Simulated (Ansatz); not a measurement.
A: ZnCu (CsCl type), a = b = c = 2.964 Å, α = β = γ = 90.00°
B: CsCl (CsCl type), a = b = c = 4.2053 Å, α = β = γ = 90.00°
C: InAs (zinc blende), a = b = c = 6.1867 Å, α = β = γ = 90.00°
D: Sn (diamond), a = b = c = 6.6554 Å, α = β = γ = 90.00°

Scan: energy against volume (even scaling of the relaxed cell, symmetry kept). One method and one kind of scan serve all of them; meshes and ranges differ. All were relaxed with their symmetry unable to fall. At this level the bands of InAs touch or barely overlap; measurements give the solid a gap. The relaxed volume of Sn is well above the measured one; the method has no dispersion term. ZnCu is run without spin polarisation.

Q: Order them by bulk modulus (fitted) (lowest first) at the level PBE (plane waves to 420 eV, PAW, scalar-relativistic; Ansatz, a first-principles code).

A: B (14.4 GPa), D (35.7 GPa), C (48.3 GPa), A (114 GPa)

(A scan under strain: stresses follow from slopes of the energy per volume, elastic moduli from its curvatures.)
